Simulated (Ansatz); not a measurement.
MgTe (wurtzite)

```yaml
crystal:
  lattice:
    - [4.56033, 0.00000, 0.00000]
    - [-2.28016, 3.94936, 0.00000]
    - [0.00000, 0.00000, 7.41352]
  atoms:
    - { symbol: Mg, position: [0.66667, 0.33333, 0.00097] }
    - { symbol: Mg, position: [0.33333, 0.66667, 0.50097] }
    - { symbol: Te, position: [0.66667, 0.33333, 0.62423] }
    - { symbol: Te, position: [0.33333, 0.66667, 0.12423] }
```

E(V) scan at fixed shape, V₀ the volume above. The atoms relax within the cell's symmetry.

Level of theory: PBEsol (plane waves to 420 eV, PAW, scalar-relativistic; Ansatz, a program for electronic structure). k mesh 9×9×5 (Γ-centred), Fermi-Dirac smearing 0.05 eV. The energy includes the smearing's −TS. Compression counts positive. With the shape held, the modulus is that of even scaling; a crystal free to change shape is softer. MgTe was relaxed with its symmetry unable to fall. Spin-orbit coupling is left out, though Te is heavy. ΔE is measured from the relaxed starting cell.

```csv
V (Å³/atom),ΔE (meV/atom)
31.377,withheld
31.711,10.3
32.045,6.5
32.379,3.6
32.712,1.6
33.046,0.4
33.380,0.0
33.714,0.4
34.048,1.5
34.381,3.2
34.715,5.6
35.049,8.6
35.383,12.3
```

### Question
Fit a third-order Birch-Murnaghan form (E₀, V₀, B₀, B₀′ free) to the given rows and predict ΔE at V = 31.377.

### Answer
Least squares on the 12 given rows: ΔE = E₀ + (9V₀B₀/16)·y²·[2 + (B₀′ − 4)y], y = (V₀/V)^(2/3) − 1, with V₀ = 33.385 Å³/atom, B₀ = 36.09 GPa (160.2 GPa = 1 eV/Å³; the term in eV is multiplied by 1000), B₀′ = 3.88, E₀ = 0.02 meV/atom; root-mean-square residual 0.02 meV/atom. At 31.377 the fit gives 15.1 meV/atom; the calculation gives 15.1 meV/atom, the same to the digits shown. For the pressure the fit gives 2.52 GPa against the computed 2.54 GPa.

(A scan under strain: stresses follow from slopes of the energy per volume, elastic moduli from its curvatures.)
